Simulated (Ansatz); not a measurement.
Input, command and steps of an Ansatz relaxation.

```yaml
crystal:
  lattice:
    - [2.8509301888, -5.1196045595, 0.0558500108]
    - [3.083531176, 5.2538968025, -0.0303570133]
    - [0.0407887959, -0.0796346378, 9.460659499]
  atoms:
    - { symbol: Nb, position: [0.1791109493, 0.8443009062, 0.8674411736] }
    - { symbol: In, position: [0.7972473428, 0.1555456019, 0.1240925069] }
    - { symbol: In, position: [0.7921801468, 0.6457278721, 0.1345362138] }
    - { symbol: Ta, position: [0.2749673569, 0.1430526964, 0.1255562774] }
    - { symbol: Ta, position: [0.3323107776, 0.6642417764, 0.6284909554] }
    - { symbol: Ta, position: [0.8318883309, 0.6398273125, 0.6233668466] }
    - { symbol: Ta, position: [0.1926817807, 0.3509970431, 0.3863666811] }
    - { symbol: Ta, position: [0.7009037645, 0.8568043114, 0.8504637858] }
    - { symbol: Ir, position: [0.857149682, 0.2034472029, 0.6243744782] }
    - { symbol: Au, position: [0.3334303869, 0.1628459406, 0.6216935121] }
    - { symbol: Au, position: [0.3221663224, 0.6676348106, 0.118656049] }
    - { symbol: Au, position: [0.6521606511, 0.3004753175, 0.37244052] }
    - { symbol: Au, position: [0.6653711255, 0.3408825906, 0.8779822909] }
    - { symbol: Au, position: [0.1740169775, 0.3475600828, 0.8747033181] }
    - { symbol: Au, position: [0.6885259036, 0.8466413356, 0.4012370027] }
    - { symbol: Au, position: [0.1636739138, 0.8108483501, 0.3738832593] }
  symmetry: { detect: false }
basis:
  ecutwfc: 420
kpoints:
  mp_grid: { grid: [4, 4, 2] }
hamiltonian:
  xc: pbe
scf:
  occupations: { method: gaussian, width: 0.1 }
  lower_state_search: "off"
output:
  forces: true
  stress: true
  eigenvalues: true
relax:
  adjacent_minimum: "off"
  f_tol: 0.04
  max_steps: 25
  cell: { stress_tol: 0.3 }
```

```bash
ansatz run input.yaml --threads 4 --pin off --max-ram 9216MiB --backend cpu --events-out ev --progress --plain --runs-dir out
```

The calculation used Ansatz, DFT PBE, scalar-relativistic, plane waves, PAW.

Of 5 frames 4 are shown, positions in Å and forces in eV/Å; the SCF threshold varies from step to step. Steps run on the plane waves of an earlier cell, with a Pulay correction in the pressure. The basis is chosen afresh for the last frame, the zero of the energies, and at times for earlier ones too; energy and pressure step there, also at an unchanged geometry.

```xyz
16
Lattice="2.8509 -5.1196 0.0558 3.0835 5.2539 -0.0304 0.0408 -0.0796 9.4607" Properties=species:S:1:pos:R:3:forces:R:3 pbc="T T T" step=1 free_energy_over_end_meV_per_atom=1.32 pressure_GPa=-0.11
Nb    3.1494    3.4498    8.1909    0.0546    0.0153    0.1627
In    2.7576   -3.2743    1.2138   -0.0334    0.0019    0.0171
In    4.2551   -0.6738    1.2974    0.0129    0.0213   -0.0163
Ta    1.2301   -0.6661    1.1989    0.0389   -0.1646   -0.0736
Ta    3.0212    1.7385    5.9443   -0.0280    0.0113    0.0650
Ta    4.3700   -0.9470    5.9245   -0.0456   -0.0282   -0.0482
Ta    1.6474    0.8269    3.6554   -0.0013    0.1572    0.0240
Ta    4.6749    0.8455    8.0591    0.0682   -0.0035    0.0344
Ir    3.0965   -3.3691    5.9487    0.0912    0.0326   -0.0184
Au    1.4781   -0.9010    5.8953   -0.0646   -0.0418   -0.0134
Au    2.9820    1.8489    1.1203    0.0496   -0.0063    0.0368
Au    2.8010   -1.7898    3.5508   -0.0020   -0.0089    0.0079
Au    2.9839   -1.6854    8.3331    0.0274    0.0304   -0.0237
Au    1.6035    0.8655    8.2744   -0.0593   -0.0209   -0.0788
Au    4.5899    0.8912    3.8087   -0.0762    0.0393   -0.0695
Au    2.9821    3.3924    3.5217   -0.0327   -0.0351   -0.0062
16
Lattice="2.8532 -5.1091 0.0396 3.0874 5.2439 -0.0248 0.0234 -0.0595 9.4308" Properties=species:S:1:pos:R:3:forces:R:3 pbc="T T T" step=2 free_energy_over_end_meV_per_atom=0.97 pressure_GPa=0.49
Nb    3.1637    3.4535    8.2194    0.0035   -0.0649   -0.2248
In    2.7746   -3.2902    1.2048    0.1453   -0.0987   -0.0108
In    4.2797   -0.6811    1.2745    0.0259   -0.0687   -0.0005
Ta    1.2622   -0.7227    1.1792   -0.1344    0.2666   -0.0043
Ta    3.0046    1.7618    5.9505    0.0028    0.0177   -0.0665
Ta    4.3432   -0.9200    5.8828   -0.0008    0.0373    0.0147
Ta    1.6208    0.8878    3.6401   -0.0598   -0.1561    0.1364
Ta    4.6986    0.8566    8.0375   -0.1059   -0.0194   -0.0041
Ir    3.0945   -3.3350    5.9065   -0.0088    0.0380   -0.0234
Au    1.4296   -0.8952    5.8632    0.0142    0.0118    0.0029
Au    3.0052    1.8221    1.1318   -0.0015   -0.0241   -0.0222
Au    2.7767   -1.7599    3.5240   -0.0207    0.0036    0.0025
Au    2.9970   -1.6608    8.2872    0.0133   -0.0186    0.0240
Au    1.5871    0.8652    8.2338    0.0518   -0.0066    0.0831
Au    4.5409    0.9299    3.7682    0.0153   -0.0414    0.0932
Au    2.9537    3.4051    3.5095    0.0599    0.1235   -0.0002
16
Lattice="2.8573 -5.1129 0.0407 3.0917 5.2477 -0.0295 0.0177 -0.0644 9.4534" Properties=species:S:1:pos:R:3:forces:R:3 pbc="T T T" step=3 free_energy_over_end_meV_per_atom=0.09 pressure_GPa=-0.21
Nb    3.1626    3.4456    8.2091   -0.0132   -0.0218   -0.0018
In    2.7866   -3.2898    1.2065   -0.0011   -0.0125   -0.0009
In    4.2827   -0.6897    1.2763    0.0182   -0.0013   -0.0063
Ta    1.2503   -0.7014    1.1782    0.0094    0.0193   -0.0001
Ta    3.0021    1.7581    5.9518    0.0091    0.0220    0.0132
Ta    4.3450   -0.9237    5.8965   -0.0070    0.0008    0.0006
Ta    1.6197    0.8741    3.6624   -0.0321   -0.0304    0.0002
Ta    4.6912    0.8493    8.0512   -0.0114   -0.0027    0.0115
Ir    3.0944   -3.3376    5.9238    0.0055   -0.0036   -0.0270
Au    1.4347   -0.8977    5.8798    0.0116    0.0062   -0.0049
Au    3.0139    1.8240    1.1314    0.0081    0.0023   -0.0155
Au    2.7766   -1.7653    3.5326   -0.0079   -0.0039   -0.0143
Au    2.9945   -1.6694    8.3091    0.0022   -0.0011    0.0186
Au    1.5880    0.8639    8.2550    0.0144   -0.0057    0.0237
Au    4.5496    0.9232    3.7857   -0.0161   -0.0035    0.0164
Au    2.9616    3.4138    3.5154    0.0105    0.0358   -0.0137
16
Lattice="2.8570 -5.1092 0.0387 3.0887 5.2423 -0.0334 0.0085 -0.0660 9.4484" Properties=species:S:1:pos:R:3:forces:R:3 pbc="T T T" step=5 free_energy_over_end_meV_per_atom=0.00 pressure_GPa=0.10
Nb    3.1519    3.4377    8.2004    0.0050   -0.0024    0.0100
In    2.7878   -3.2897    1.2035   -0.0086    0.0077    0.0007
In    4.2847   -0.6918    1.2702    0.0074   -0.0029   -0.0017
Ta    1.2531   -0.6992    1.1760    0.0110   -0.0108   -0.0047
Ta    2.9928    1.7582    5.9461    0.0150   -0.0051    0.0044
Ta    4.3359   -0.9243    5.8902   -0.0071    0.0126   -0.0097
Ta    1.6076    0.8704    3.6584   -0.0054   -0.0011   -0.0086
Ta    4.6798    0.8448    8.0438   -0.0010    0.0010    0.0136
Ir    3.0864   -3.3375    5.9149   -0.0038   -0.0039    0.0124
Au    1.4297   -0.8975    5.8763    0.0036    0.0000   -0.0027
Au    3.0150    1.8214    1.1281    0.0023   -0.0025    0.0024
Au    2.7704   -1.7649    3.5263    0.0025   -0.0054   -0.0079
Au    2.9866   -1.6725    8.3042   -0.0003   -0.0042    0.0042
Au    1.5818    0.8601    8.2511   -0.0020   -0.0022   -0.0034
Au    4.5352    0.9211    3.7804   -0.0240    0.0059   -0.0019
Au    2.9553    3.4156    3.5093    0.0053    0.0131   -0.0071
```

Time: 72 s on 4 threads of Intel(R) Xeon(R) Platinum 8488C (Sapphire Rapids), on a shared host, peak memory 1.7 GiB.

The k mesh is coarse. Spin–orbit coupling is left out, which can shift energies with elements as heavy as these.